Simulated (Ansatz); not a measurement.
InP:
```
CELL_PARAMETERS angstrom
      4.13870     0.00000     0.00000
     -2.06935     3.58422     0.00000
      0.00000     0.00000     9.35244
ATOMIC_POSITIONS crystal
  In 0.00000 0.50000 0.33333
  In 0.50000 0.50000 0.66667
  In 0.50000 0.00000 0.00000
  P  0.00000 0.50000 0.83333
  P  0.50000 0.50000 0.16667
  P  0.50000 0.00000 0.50000
```

Relaxed with r²SCAN.

Problem. Map the electron localisation function on the plane through (0.000, 0.500, 0.333) spanned by u = [1, 0, 0] and v = [0, 0, 1] in lattice vectors, from DFT-r²SCAN in the program Ansatz with PAW potentials.

Solution. x is the fraction of u, y of v (the angle between them is 90°; rows are the nearest grid lines); atoms in the plane: In at (0.00, 0.00), In at (0.50, 0.33), P at (0.00, 0.50), P at (0.50, 0.83).
```
|   .:::--------:::.   |
|  .:::=#%%%%%%#=:::.  |
|:::::=#@@@@@@@@#=:::::|
|:::=*@@@%=..=%@@@*=:::|
|..-+#%@%-    -%@%#+-..|
|  .:+*#%%*++*%%#*+:.  |
|   .-+#%%%%%%%%#+-.   |
|.   ..-=*####*=-..   .|
|++=-:.....::.....:-=++|
|@%%%*+-.      .-+*%%%@|
|%%%%%*+:.    .:+*%%%%%|
|  :*%%#+-....-+#%%*:  |
|  -%@@%*=::::=*%@@%-  |
|%%@@@%=::::::::=%@@@%%|
|@@@@%+:::....:::+%@@@@|
|+++=-:::      :::-=+++|
|....::::.    .::::....|
|   ..::::::::::::..   |
|   ...::::::::::...   |
|........:....:........|
|::::::..      ..::::::|
|::::::..      ..::::::|
|  .::::..    ..::::.  |
|   .:::--------:::.   |
```
Scale: ten equal steps from 0.000 (start of ' ') to 0.885 (end of '@'), in the order ' .:-=+*#%@'; x runs from 0.000 to 1.00, y from 0.000 (bottom) to 1.00 (top).

The density is the valence pseudo-density with augmentation charge, so density and ELF within about 1 Å of a nucleus are not all-electron values.

Space group P6_422. The start of the workflow was typed in or built on a structure type; neither database checked (COD, Materials Project) lists it. It is not the phase usual at ambient conditions (space group No. 216). Symmetry was held in the r²SCAN relaxation; whether a distortion lowers the energy is not shown.

Potentials: the earlier of the program's two PAW sets.
